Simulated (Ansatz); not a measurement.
**Si$_{2}$Ni: from a starting cell to a relaxed one**

The start is a relaxed Si2Ni cell, doubled along one cell vector, shaken by Gaussian noise of σ = 0.08 Å a coordinate. The structure is fully relaxed (lattice and positions, P = 0) with r2SCAN (plane waves to 500 eV, PAW, scalar-relativistic; Ansatz, an electronic-structure program). First-step values are on the input's coarse k-mesh.

Ansatz input (later rounds restart from its end on a renewed k-mesh):
Ansatz 0.2 input:
```yaml
crystal:
  lattice:
    - [5.5330472688, 0, 0]
    - [0, 11.2193904694, 0]
    - [0, 0, 2.6059173678]
  atoms:
    - { symbol: Ni, position: [0.4792696795, 0.2418448081, 0.5107717572] }
    - { symbol: Ni, position: [0.4966063813, 0.735975287, 0.4576268564] }
    - { symbol: Ni, position: [-0.0051052496, -0.0006200599, -0.016983111] }
    - { symbol: Ni, position: [0.0101877555, 0.4936699552, -0.0288268853] }
    - { symbol: Si, position: [0.6700167998, 0.4436749257, 0.4701570707] }
    - { symbol: Si, position: [0.6777041819, 0.9281019854, 0.5176005428] }
    - { symbol: Si, position: [0.1743196405, 0.3125383245, 0.0059413573] }
    - { symbol: Si, position: [0.1607384068, 0.8185730577, 0.035465166] }
    - { symbol: Si, position: [0.8482564859, 0.1803117049, 0.0133700638] }
    - { symbol: Si, position: [0.8373542812, 0.6913592303, -0.0194860382] }
    - { symbol: Si, position: [0.3364124595, 0.0728890445, 0.5534270951] }
    - { symbol: Si, position: [0.3223213664, 0.5767342445, 0.498108416] }
basis: { ecutwfc: 500, ecutrho_ratio: 4, xc_grid: 4, fft_grid_basis: typed }
kpoints: { mp_grid: { grid: [4, 2, 9] } }
hamiltonian:
  xc: r2scan
  dispersion: none
  pseudopotentials: { azcp: { folder: ./paw }, kind: paw }
scf: { occupations: { method: fermi_dirac, width: 0.05 } }
relax: { f_tol: 0.01, max_steps: 100, cell: { stress_tol: 0.02 } }
output: { forces: true, stress: true }
```

- Energy released: 0.11 eV/atom
- Relative to the parent: The parent structure is recovered, Pnnm (No. 58)
- Band gap at the end: zero (metallic)
- Optimiser moves: 10

It ends as:

Space group Pnnm (No. 58); a = 5.5332 Å, b = 5.6097 Å, c = 2.6058 Å, α = 90.00°, β = 90.00°, γ = 90.00°

```
atom  site  symmetry       x       y       z
----  ----  --------  ------  ------  ------
Ni      2b     ..2/m  0.0000  0.0000  0.5000
Si      4g       ..m  0.3220  0.1201  0.0000
```

Final values are on a 9×9×18 k-mesh of the relaxed cell. No spin polarisation in the result. A magnetic state may lie lower.

The relaxed structure here is a generated cell of Si2Ni: the first start was made by placing the elements on the sites of a structure type, and the end was not matched to a known phase here, so it may be hypothetical. Known forms of Si2Ni include space group No. 225.
